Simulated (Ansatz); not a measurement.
Total density of states per atom from DFT-PBE+D3(BJ) in the program Ansatz with PAW potentials, in 0.25 eV bins, energy from the Fermi level:

| E (eV) | states/eV/atom |
|---|---|
| -7.85 | 0.00 |
| -7.60 | 0.00 |
| -7.35 | 0.07 |
| -7.10 | 0.54 |
| -6.85 | 0.00 |
| -6.60 | 0.00 |
| -6.35 | 0.00 |
| -6.10 | 0.00 |
| -5.85 | 0.01 |
| -5.60 | 0.24 |
| -5.35 | 0.35 |
| -5.10 | 0.55 |
| -4.85 | 1.05 |
| -4.60 | 0.76 |
| -4.35 | 0.66 |
| -4.10 | 0.60 |
| -3.85 | 0.47 |
| -3.60 | 0.64 |
| -3.35 | 1.02 |
| -3.10 | 1.69 |
| -2.85 | 1.37 |
| -2.60 | 0.90 |
| -2.35 | 0.60 |
| -2.10 | 0.86 |
| -1.85 | 0.82 |
| -1.60 | 0.61 |
| -1.35 | 0.35 |
| -1.10 | 0.31 |
| -0.85 | 0.18 |
| -0.60 | 0.09 |
| -0.35 | 0.08 |
| -0.10 | 0.27 |
| 0.15 | 0.50 |
| 0.40 | 0.84 |
| 0.65 | 0.82 |
| 0.90 | 0.41 |
| 1.15 | 0.74 |
| 1.40 | 1.44 |
| 1.65 | 1.38 |
| 1.90 | 0.91 |
| 2.15 | 0.00 |
| 2.40 | 0.17 |
| 2.65 | 0.73 |
| 2.90 | 0.97 |
| 3.15 | 1.00 |
| 3.40 | 0.94 |
| 3.65 | 0.70 |
| 3.90 | 0.36 |
| 4.15 | 0.06 |
| 4.40 | 0.01 |
| 4.65 | 0.10 |

Q: Which of these materials gives this?
A) In2Se3, P3m1 (Pearson symbol hP5)
B) BeS, P4/nmm (Be on 2b, S on 2c)
C) BeS, P6_422 (Be on 3c, S on 3d)
D) Ti4HS8, P3m1 (Pearson symbol hP13)

A: D, Ti4HS8, P3m1 (Pearson symbol hP13). Within 0.5 eV of the Fermi level: Ti 3d 77 %, S 3p 18 %. Projections are on Löwdin-orthogonalised atomic valence shells; empty p or d shells of many metals are not among them.

The start of the workflow was typed in or built on a structure type; neither database checked (COD, Materials Project) lists it. Whether it is the stable phase at ambient conditions was not checked. The cell was relaxed with PBE+D3(BJ) under the symmetry of its start; its stability against distortions is not shown here. The workflow began spin-polarised and lost its moments.

Potentials: the earlier of the program's two PAW sets.
